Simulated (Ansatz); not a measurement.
Ranking the SCF solutions of In3CoTe4

In3CoTe4 is taken as a cell of a measured crystal with one cation replaced (not relaxed), 8 atoms in the cell. One In of COD entry 1539306 is replaced by Co, with no charge compensation.

```yaml
crystal:
  lattice:
    - [6.16000, 0.00000, 0.00000]
    - [0.00000, 6.16000, 0.00000]
    - [0.00000, 0.00000, 6.16000]
  atoms:
    - { symbol: In, position: [0.00000, 0.00000, 0.00000] }
    - { symbol: Te, position: [0.50000, 0.00000, 0.00000] }
    - { symbol: Co, position: [0.00000, 0.50000, 0.50000] }
    - { symbol: Te, position: [0.50000, 0.50000, 0.50000] }
    - { symbol: In, position: [0.50000, 0.00000, 0.50000] }
    - { symbol: Te, position: [0.00000, 0.00000, 0.50000] }
    - { symbol: In, position: [0.50000, 0.50000, 0.00000] }
    - { symbol: Te, position: [0.00000, 0.50000, 0.00000] }
```

Atoms are numbered from 1 in the order listed.

These are results of DFT, PBE+U, PAW, plane waves, scalar-relativistic (Ansatz), not measurements.

```json
{
  "Hubbard term (Dudarev form)": "U − J = 3.6 eV on Co d, on Löwdin-orthonormalised all-electron atomic orbitals",
  "Plane-wave cutoff": "420 eV",
  "k-point mesh": "3×3×3 (Γ-centred)",
  "Occupations": "Fermi–Dirac smearing, 0.02 eV"
}
```

Moments by site are taken inside atomic spheres; the rest lies between them.

A static U favours moments and orbital order; the result depends on U and need not be the measured state. With one magnetic atom in the cell its copies can only be parallel; orders in a larger cell may lie lower.

The mesh is too coarse to rank close states of a metal with certainty: differences of some tens of meV/atom may change, at times in sign.

Only collinear orders within this cell were tried; the true ground state may need a larger cell.

Question: All of these are converged solutions of the same Hamiltonian in the same cell. Rank them by free energy, lowest first.
A. spin-polarised, site moments Co3 1.97 μB, total 2.00 μB per cell, no gap on the k-mesh; pressure -1.1 GPa; occupation eigenvalues Co3 up 0.98 0.98 0.98 0.98 0.98, down 0.04 0.04 0.96 0.96 0.96
B. non-magnetic (no spin polarisation), no gap on the k-mesh; pressure -2.1 GPa
C. spin-polarised, site moments Co3 2.12 μB, total 2.00 μB per cell, no gap on the k-mesh; pressure -0.7 GPa; occupation eigenvalues Co3 up 0.98 0.99 0.99 0.99 0.99, down 0.01 0.05 0.82 0.97 0.97

Answer: A (0.0 meV/atom), C (14.4 meV/atom), B (241 meV/atom).
